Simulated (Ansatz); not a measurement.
These are results of DFT PBE, scalar-relativistic, plane waves, PAW in Ansatz, not measurements. All cells share a 420 eV cutoff and Γ-centred k meshes spaced at most about 0.3 Å⁻¹ (about 0.25 or finer for metals, 2π included). Collinear spin in cells that started with moments and kept them past the coarse steps, no spin elsewhere.

All energies are static (0 K, no zero-point motion). All come from trial cells, and lower structures may exist.

Problem. Order these relaxed structures of CsMoPb₄ by energy, lowest first, with the energy over the lowest of them.
A.

```xyz
6
Lattice="5.9649 0.0000 0.0000 -2.9825 5.1658 0.0000 0.0000 0.0000 6.7689" Properties=species:S:1:pos:R:3 pbc="T T T"
Cs    0.0000    0.0000    0.0000
Mo    0.0000    0.0000    3.3844
Pb    0.0000    3.4438    3.3844
Pb    2.9825    1.7219    3.3844
Pb    0.0000    3.4438    0.0000
Pb    2.9825    1.7219    0.0000
```

B.

```xyz
6
Lattice="0.0000 4.7085 4.7085 4.7085 0.0000 4.7085 4.7085 4.7085 0.0000" Properties=species:S:1:pos:R:3 pbc="T T T"
Cs    4.7085    4.7085    4.7085
Mo    7.0627    7.0627    7.0627
Pb    1.1618    3.5467    3.5467
Pb    1.1618    1.1618    1.1618
Pb    3.5467    1.1618    3.5467
Pb    3.5467    3.5467    1.1618
```

C.

```xyz
6
Lattice="3.5518 0.0000 0.0000 -1.7759 3.0760 0.0000 0.0000 0.0000 16.5010" Properties=species:S:1:pos:R:3 pbc="T T T"
Cs    0.0000    0.0000    0.0000
Mo    0.0000    0.0000    8.2505
Pb    0.0000    2.0506   13.1240
Pb    0.0000    2.0506    6.1864
Pb    1.7759    1.0253   10.3147
Pb    1.7759    1.0253    3.3771
```

Solution. C (0 meV/atom), B (242 meV/atom), A (363 meV/atom). Forms: C P-3m1, no spin; B F-43m, moments up to 4.1 μB; A P6/mmm, moments up to 3.8 μB. Counting all near atoms (those within 1.25 times the shortest distance at each site; a plus sign parts nearer from farther groups; a slash parts the counts of unlike sites): C has Cs 6+6, Mo 6+6, Pb 3+9/9+3; B has Cs 16, Mo 16, Pb 6+6; A has Cs 8, Mo 8, Pb 8. Even the lowest lies +0.47 eV/atom against the elements.

These runs have no spin–orbit coupling, which can matter for Pb. The magnetic state reached may not be the lowest. Cells relaxed within their symmetry can be saddle points. Some candidate types were left out of the draw beforehand, so a known form may be missing.
